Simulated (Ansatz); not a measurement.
How much do the gradients of Na4YNbSi3O12 depend on the method?

Cell: a Materials Project structure (computed, not necessarily an observed phase), atoms as given.

```yaml
crystal:
  lattice:
    - [4.69275, 2.70936, 7.60557]
    - [-4.69275, 2.70936, 7.60557]
    - [0.00000, -5.41872, 7.60557]
  atoms:
    - { symbol: Na, position: [0.88720, 0.62222, 0.23507] }
    - { symbol: Na, position: [0.62222, 0.23507, 0.88720] }
    - { symbol: Na, position: [0.23507, 0.88720, 0.62222] }
    - { symbol: Na, position: [0.38720, 0.73507, 0.12222] }
    - { symbol: Na, position: [0.73507, 0.12222, 0.38720] }
    - { symbol: Na, position: [0.12222, 0.38720, 0.73507] }
    - { symbol: Na, position: [0.49600, 0.49600, 0.49600] }
    - { symbol: Na, position: [0.99600, 0.99600, 0.99600] }
    - { symbol: Y, position: [0.34864, 0.34864, 0.34864] }
    - { symbol: Y, position: [0.84864, 0.84864, 0.84864] }
    - { symbol: Nb, position: [0.64826, 0.64826, 0.64826] }
    - { symbol: Nb, position: [0.14826, 0.14826, 0.14826] }
    - { symbol: Si, position: [0.54539, 0.94918, 0.25831] }
    - { symbol: Si, position: [0.94918, 0.25831, 0.54539] }
    - { symbol: Si, position: [0.25831, 0.54539, 0.94918] }
    - { symbol: Si, position: [0.04539, 0.75831, 0.44918] }
    - { symbol: Si, position: [0.75831, 0.44918, 0.04539] }
    - { symbol: Si, position: [0.44918, 0.04539, 0.75831] }
    - { symbol: O, position: [0.52830, 0.11500, 0.28342] }
    - { symbol: O, position: [0.11500, 0.28342, 0.52830] }
    - { symbol: O, position: [0.28342, 0.52830, 0.11500] }
    - { symbol: O, position: [0.02830, 0.78342, 0.61500] }
    - { symbol: O, position: [0.78342, 0.61500, 0.02830] }
    - { symbol: O, position: [0.61500, 0.02830, 0.78342] }
    - { symbol: O, position: [0.50067, 0.85815, 0.72413] }
    - { symbol: O, position: [0.85815, 0.72413, 0.50067] }
    - { symbol: O, position: [0.72413, 0.50067, 0.85815] }
    - { symbol: O, position: [0.00067, 0.22413, 0.35815] }
    - { symbol: O, position: [0.22413, 0.35815, 0.00067] }
    - { symbol: O, position: [0.35815, 0.00067, 0.22413] }
    - { symbol: O, position: [0.41267, 0.22494, 0.59829] }
    - { symbol: O, position: [0.22494, 0.59829, 0.41267] }
    - { symbol: O, position: [0.59829, 0.41267, 0.22494] }
    - { symbol: O, position: [0.91267, 0.09829, 0.72494] }
    - { symbol: O, position: [0.09829, 0.72494, 0.91267] }
    - { symbol: O, position: [0.72494, 0.91267, 0.09829] }
    - { symbol: O, position: [0.55015, 0.77419, 0.43982] }
    - { symbol: O, position: [0.77419, 0.43982, 0.55015] }
    - { symbol: O, position: [0.43982, 0.55015, 0.77419] }
    - { symbol: O, position: [0.05015, 0.93982, 0.27419] }
    - { symbol: O, position: [0.93982, 0.27419, 0.05015] }
    - { symbol: O, position: [0.27419, 0.05015, 0.93982] }
```

Sites (sets of like atoms) are named by element and the number of their first atom in this list.

First run. The numbers come from a DFT calculation in Ansatz (PBE, plane waves and PAW, scalar-relativistic, 420 eV cutoff, Γ-centred 3×3×3 k-points, Fermi–Dirac smearing 0.02 eV).

| site | atom | V_zz (10²¹ V/m²) | η |
| --- | --- | --- | --- |
| Na1 | 1 | -0.89 | 0.49 |
| Na7 | 7 | -1.00 | 0.00 |
| Y | 9 | 8.46 | 0.00 |
| Nb | 11 | -0.23 | 0.00 |
| Si | 13 | 3.21 | 0.68 |
| O19 | 19 | 4.00 | 0.47 |
| O25 | 25 | 6.20 | 0.03 |
| O31 | 31 | 5.37 | 0.47 |
| O37 | 37 | 6.28 | 0.09 |

Second run. The same atoms and settings, except that the functional is r2SCAN and the cutoff is 500 eV.

Question: Given the first result, estimate the second.

Answer: 

| site | atom | V_zz | η | change of V_zz |
| --- | --- | --- | --- | --- |
| Na1 | 1 | -0.93 | 0.41 | -0.04 |
| Na7 | 7 | -1.01 | 0.00 | -0.01 |
| Y | 9 | 8.59 | 0.00 | +0.13 |
| Nb | 11 | -0.29 | 0.00 | -0.06 |
| Si | 13 | 3.25 | 0.67 | +0.04 |
| O19 | 19 | 3.80 | 0.55 | -0.20 |
| O25 | 25 | 6.25 | 0.04 | +0.05 |
| O31 | 31 | 5.36 | 0.49 | -0.01 |
| O37 | 37 | 6.31 | 0.09 | +0.03 |

The largest change of V_zz is on O19, from 4.00 to 3.80. In per cent, |V_zz| changes by +1 to +5 on Na, +1 on Y, +2 on Si, -5 to +1 on O (all sites that start above 0.5).

Without spin–orbit coupling (the program notes it for Nb and Y) the gradients are little affected as a rule: paired runs on crystals with a gap mostly move them by under 2 % at such atoms.
For the first run: The largest force is 0.4 eV/Å, so the atoms aren't at the calculated equilibrium and relaxing them would move these values.
For the second run: At this cell the r2SCAN pressure is -6 GPa, so with r2SCAN the cell would shrink if it were relaxed. The entry's cell may itself be off. The largest force is 0.5 eV/Å, so the atoms aren't at the calculated equilibrium and relaxing them would move these values.
